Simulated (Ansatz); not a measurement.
Polymorphs of Re, each relaxed with the program Ansatz at the r²SCAN level (PAW):

A: 9R (Sm type) (R-3m), a = b = 2.761 Å, c = 20.056 Å, α = β = 90.00°, γ = 120.00°

B: bcc (W type) (Im-3m), a = 3.0962 Å, b = 3.0962 Å, c = 3.0962 Å, α = 90.00°, β = 90.00°, γ = 90.00°

C: fcc (Cu type) (Fm-3m), a = b = c = 3.8934 Å, α = β = γ = 90.00°

D: P-6m2, a = b = 2.759 Å, c = 17.833 Å, α = β = 90.00°, γ = 120.00°

Question: Order them by energy per atom at 0 K (lowest first) at the level r²SCAN.

Answer: D (+0 meV/atom), A (+10 meV/atom), C (+62 meV/atom), B (+283 meV/atom)

Built on a structure type that need not be the filed one of that space group: B; C. Typed or built starts, not in the databases checked: D. Not the usual ambient phase: A; B; C; D. All cells were relaxed under the symmetry of their starts (and spin orders); stability against distortions was not tested throughout. Rows with no word on spin ran without spin polarisation. Scalar-relativistic: spin–orbit coupling is off unless named, which matters more the heavier the elements.

Energies hold the estimated change up to a 700 eV cutoff; steps of a few meV lie near the error of the meshes.

Potentials: the later of the program's two PAW sets.
